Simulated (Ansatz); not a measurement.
# Bi2Te3 (R-3m): lattice vibrations

```yaml
crystal:
  lattice:
    - [2.19118, 1.26508, 10.09460]
    - [-2.19118, 1.26508, 10.09460]
    - [0.00000, -2.53015, 10.09460]
  atoms:
    - { symbol: Bi, position: [0.39989, 0.39989, 0.39989] }
    - { symbol: Bi, position: [0.60011, 0.60011, 0.60011] }
    - { symbol: Te, position: [0.00000, 0.00000, 0.00000] }
    - { symbol: Te, position: [0.20991, 0.20991, 0.20991] }
    - { symbol: Te, position: [0.79009, 0.79009, 0.79009] }
```

The conventional cell has a = 4.382 Å, b = 4.382 Å, c = 30.284 Å, α = 90.00°, β = 90.00°, γ = 120.00°. Bi (atom 1) is surrounded by 6 Te at 3.06 to 3.23 Å. Around Te (atom 3) lie 6 Bi at 3.23 Å. Te (atom 4) is surrounded by 3 Bi at 3.06 Å.

Level of theory, where no other is named: PBEsol, all-electron LAPW in Ansatz 0.2.0, scalar-relativistic. k mesh 8×8×8, fixed occupations, basis error target 1 meV/atom. The cell was relaxed by PAW under this functional.

Atoms are displaced by 0.01 Å in the primitive cell, which gives the zone-centre modes alone. Negative values stand for unstable modes. The zone centre has no LO-TO term.

Q: Is the structure dynamically stable at these wave vectors?

A: Yes, no mode is unstable there; wave vectors off this mesh aren't tested.

Q: How do the optical zone-centre modes decompose, and which are active?

A: Point group -3m: Γ_opt = 2Eg + 2A1g + 2Eu + 2A2u.

```json
{"label": "Eg", "cm⁻¹": "40.7", "activity": "Raman", "mostly": "Bi (72 %)"}
{"label": "A1g", "cm⁻¹": "61.1", "activity": "Raman", "mostly": "Bi (53 %)"}
{"label": "Eu", "cm⁻¹": "69.0", "activity": "IR", "mostly": "Te (57 %)"}
{"label": "Eu", "cm⁻¹": "99.6", "activity": "IR", "mostly": "Te (95 %)"}
{"label": "A2u", "cm⁻¹": "103.3", "activity": "IR", "mostly": "Te (92 %)"}
{"label": "Eg", "cm⁻¹": "109.9", "activity": "Raman", "mostly": "Te (72 %)"}
{"label": "A2u", "cm⁻¹": "128.1", "activity": "IR", "mostly": "Te (60 %)"}
{"label": "A1g", "cm⁻¹": "138.8", "activity": "Raman", "mostly": "Te (53 %)"}
```

Q: How well do frozen-core PAW files reproduce these all-electron values?

A: With a cutoff of 420 eV and displacements of 0.0025 Å, the r.m.s. difference over the modes is 0.0 cm⁻¹; the largest difference is 69.1 (PAW) against 69.0 cm⁻¹ (LAPW).

Q: The cell is scaled evenly to 162.857 and 172.931 Å³ (from 167.894), with free atoms relaxed and the shape held, so these aren't the values under hydrostatic pressure. What are the mode Grüneisen parameters γ = −d ln ω/d ln V?

A: For the highest mode, 142.3 cm⁻¹ in the small cell and 135.8 in the large one give γ ≈ 0.78. From the change of the dynamical matrix on each mode:

| point | cm⁻¹ | γ |
| --- | --- | --- |
| Gamma | 40.7 | 2.08 |
| Gamma | 61.1 | 2.68 |
| Gamma | 69.0 | 2.26 |
| Gamma | 99.6 | 0.51 |
| Gamma | 103.3 | 0.65 |
| Gamma | 109.9 | 1.09 |
| Gamma | 128.1 | 0.60 |
| Gamma | 138.8 | 0.79 |

Q: Linear response on PAW files adds the field. What are the dielectric tensor, the Born charges and the LO shift?

A: ε∞ = (43.77, 43.77, 34.44) along x, y, z with local fields. Born charges (xx, yy, zz): Bi1 (7.91, 7.91, 4.24); Bi2 (7.91, 7.91, 4.24); Te3 (-6.64, -6.64, -5.93); Te4 (-4.59, -4.59, -1.28); Te5 (-4.59, -4.59, -1.28). For q along x the macroscopic field gives longitudinal modes at 97.4 (from 69.1), 117.1 (from 99.5) cm⁻¹. For q along z the macroscopic field gives longitudinal modes at 112.3 (from 103.3), 136.0 (from 128.1) cm⁻¹. Without the field the optical modes lie at 40.7 (Eg), 61.1 (A1g), 69.1 (Eu), 99.5 (Eu), 103.3 (A2u), 109.9 (Eg), 128.1 (A2u), 138.8 (A1g) cm⁻¹. With the ions free to follow the field, the program's ε₀ is (120.49, 120.49, 45.89).

Known limits: no spin-orbit coupling on heavy atoms; no dispersion correction, so the spacing and stiffness between layers or molecules are poor; zone-boundary modes aren't tested; the gap is tiny at this level, and band order or a closed gap can change these values; the frozen-core PAW files of the compared runs were fitted under PBE, their cores solved anew for this functional; field response not resolved by the mesh; semilocal gaps are low, and ε∞ tends to come out large.
